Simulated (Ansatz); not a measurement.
Put Zr3H in P6/mmm (No. 191): Zr on 3g; H on 1b.

All numbers below come from DFT PBE, scalar-relativistic, plane waves, PAW in Ansatz 0.2.0. Cutoff 420 eV, Γ-centred mesh, Gaussian smearing, no spin polarisation.

Formation energies are uncorrected and refer to the elements' standard structures at the same level (H₂ as a molecule).

Task: Predict the relaxed structure.

Result:

Space group P6/mmm (No. 191). a = 5.656 Å, b = 5.656 Å, c = 2.996 Å, α = 90.00°, β = 90.00°, γ = 120.00°
| atom | site | symmetry | x | y | z |
| --- | --- | --- | --- | --- | --- |
| Zr | 3g | mmm | 0.5000 | 0.0000 | 0.5000 |
| H | 1b | 6/mmm | 0.0000 | 0.0000 | 0.5000 |

Around Zr lie 2 H at 2.83 Å and 6 Zr at 2.83–3.00 Å; H is surrounded by 6 Zr at 2.83 Å and 2 H at 3.00 Å. Another local minimum with the same sites may exist.

Task: Where does its energy lie, and is it a metal?

Result: The energy over the elements is +0.90 eV/atom and the gap on the 12×12×16 mesh of the 4-atom cell is 0 eV (a metal). It can't be a ground state, since the elements alone are lower.

The last run used Gaussian smearing of 0.10 eV. With hydrogen, zero-point motion can shift formation energies by some tens of meV/atom. Symmetry constrained the relaxation, so the result can be a saddle point. Another cell of Zr3H relaxed alike, in P6_3/mcm, lies 1.01 eV/atom lower, so this cell isn't the stable form at this level.
